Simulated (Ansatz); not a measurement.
# LaMn3 in the AuCu3-type structure

The computed numbers are results of PBE, scalar-relativistic (collinear spin) in the plane-wave PAW code Ansatz at 420 eV, 8×8×8 k-mesh, Gaussian smearing of 0.05 eV; PAW files: Ansatz's generated set soft_2.

```cif
data_structure
_symmetry_space_group_name_H-M 'Pm-3m'
_symmetry_Int_Tables_number 221
_cell_length_a 4.1647
_cell_length_b 4.1647
_cell_length_c 4.1647
_cell_angle_alpha 90.000
_cell_angle_beta 90.000
_cell_angle_gamma 90.000
_cell_volume 72.24
loop_
_atom_site_label
_atom_site_type_symbol
_atom_site_symmetry_multiplicity
_atom_site_Wyckoff_symbol
_atom_site_fract_x
_atom_site_fract_y
_atom_site_fract_z
_atom_site_occupancy
La1 La 1 a 0.00000 0.00000 0.00000 1
Mn1 Mn 3 c 0.00000 0.50000 0.50000 1
```

This is a trial structure made by placing the elements on a prototype's sites, so it needn't be the stable form.

Magnetic state: ferromagnetic, site spin moments La -0.15; Mn 3.24 μB.

The cell above was scaled in volume, its shape and atoms being fixed by the lattice's symmetry. Energies are counted from the cell above.

```
V (Å³/atom)  ΔE (meV/atom)  P (GPa)  largest moment (μB)
      17.07           12.4      4.5                 3.17
      17.34            6.0      3.1                 3.18
      17.70            1.2      1.3                 3.20
      18.06            0.0      0.0                 3.24
      18.42              ?        ?                    ?
      18.78            3.3     -1.8                 3.33
      19.32           12.3     -3.5                 3.36
      19.87           26.9     -5.0                 3.39
```

(1) Fill in the withheld row.

(2) Can a bulk modulus be trusted from these points?

Answers:

(1) ΔE (meV/atom): 0.7, P (GPa): -0.7, largest moment (μB): 3.30.

(2) No. A third-order Birch–Murnaghan fit leaves a scatter of 0.36 meV/atom or an implausible B0′ (2.4): the points don't lie on one smooth branch, as happens when the electronic, magnetic or structural state changes along the curve, or when mesh and smearing noise in a metal outweighs the curvature.

The fit puts its minimum at 18.14 Å³/atom, 0.5 % over the cell above, so zero pressure fixes the volume only loosely here.

The moment grows with the volume: wider spacing narrows the bands, and exchange then polarises them more fully.

No spin–orbit coupling, a notable omission for heavy elements. The run wasn't fully tested for a lower electronic state. Site moments are of spin, integrated over atomic spheres. The moments were started parallel, and the real magnetic order may be another.
